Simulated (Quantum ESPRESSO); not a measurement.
**Kohn-Sham bands of WO3 (ReO3 type)**

```yaml
crystal:
  lattice:
    - [3.80620, 0.00000, 0.00000]
    - [0.00000, 3.80620, 0.00000]
    - [0.00000, 0.00000, 3.80620]
  atoms:
    - { symbol: W, position: [0.00000, 0.00000, 0.00000] }
    - { symbol: O, position: [0.00000, 0.00000, 0.50000] }
    - { symbol: O, position: [0.50000, 0.00000, 0.00000] }
    - { symbol: O, position: [0.00000, 0.50000, 0.00000] }
```

Materials Project entry mp-19390; symmetrised, unrelaxed at this level. Not found in the COD (Crystallography Open Database) copy used, which has the formula in other groups; not checked further. Method: PBEsol plane waves in Quantum ESPRESSO 7.5 (PseudoDojo norm-conserving files, 68 Ry, spinors with spin-orbit coupling), Bloch states on a 6×6×6 mesh through Γ, Wannier90 4.0.1. Density: 8×8×8 mesh, Gaussian smearing 0.01 Ry.

List the Kohn-Sham levels between −8 and 3.4 eV relative to the valence-band maximum at the high-symmetry points, as a band run of pw.x on that density gives them (levels within 2 meV counted together).


```csv
point,k (reciprocal lattice),levels (eV)
Γ,0.000 0.000 0.000,"-3.79 (×2), -2.83 (×4), -1.19 (×4), -1.17 (×2), -1.16 (×2), -0.99 (×4), 0.41 (×4), 0.95 (×2)"
X,0.000 0.500 0.000,"-7.05 (×2), -3.62 (×2), -3.52 (×2), -3.08 (×2), -2.43 (×2), -2.41 (×2), -1.48 (×2), -1.12 (×2), -1.03 (×2), 0.64 (×2)"
M,0.500 0.500 0.000,"-7.18 (×2), -6.86 (×2), -5.50 (×2), -3.56 (×2), -3.46 (×2), -2.31 (×2), -1.92 (×2), -1.89 (×2), -0.02 (×2)"
R,0.500 0.500 0.500,"-7.17 (×4), -6.63 (×2), -5.44 (×4), -5.33 (×2), -0.02 (×2), 0.00 (×4)"
```
